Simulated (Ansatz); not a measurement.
Relaxed-ion elastic tensor of Na (hcp (Mg type), P6_3/mmc) in GPa (Voigt order), the program Ansatz at the r²SCAN level (PAW); density 1.01 g/cm³, 37.75 Å³ per atom.

```
11.4   7.7   3.7   0.0   0.0   0.0
 7.7  11.4   3.7   0.0   0.0   0.0
 3.7   3.7  16.0   0.0   0.0   0.0
 0.0   0.0   0.0   2.7   0.0   0.0
 0.0   0.0   0.0   0.0   2.7   0.0
 0.0   0.0   0.0   0.0   0.0   1.8
```

### Question
Is the crystal mechanically stable?

### Answer
Yes: the smallest eigenvalue of C is 1.8 GPa.

### Question
Work out the Voigt, Reuss and Hill averages.

### Answer
K_V = 7.6, K_R = 7.6, K_H = 7.6; G_V = 3.0, G_R = 2.5, G_H = 2.8 GPa.

### Question
Give Young's modulus, Poisson's ratio, Pugh's ratio and the universal anisotropy index.

### Answer
E = 9KG/(3K + G) = 7.4 GPa; ν = 0.34; K/G = 2.75 (ductile by the Pugh limit of 1.75); A_U = 5G_V/G_R + K_V/K_R − 6 = 1.04.

### Question
Estimate the sound speeds and the Debye temperature.

### Answer
v_l = √((K + 4G/3)/ρ) = 3350 m/s, v_t = √(G/ρ) = 1660 m/s, mean 1860 m/s; Θ = (h/k)(3n/4πV)^(1/3) v_m = 165 K.

### Question
Solve the Christoffel equation for the three sound speeds along x, y, z.

### Answer
Eigenvalues of C_ijkl n_j n_l equal ρv². In km/s, slowest first: x 1.34, 1.65, 3.35; y 1.34, 1.65, 3.35; z 1.65, 1.65, 3.97.

### Question
How much does each axis shrink under pressure?

### Answer
Linear compressibilities β_i = Σ_j S_ij (j = 1 to 3): x 44, y 44, z 42 per TPa.

The workflow started from a Materials Project entry (that database holds measured and hypothetical structures alike); the Crystallography Open Database files this formula in space group No. 194, but the cells were not matched. It is not the phase usual at ambient conditions (space group No. 229). The cell keeps a stress of up to 0.2 GPa. The r²SCAN relaxation kept the symmetry of its start; of distortions, only those at the zone centre were tested. As this level gives no gap, shear constants depend on the k-mesh and smearing (Fermi–Dirac, 0.1 eV here).

Potentials: the later of the program's two PAW sets.
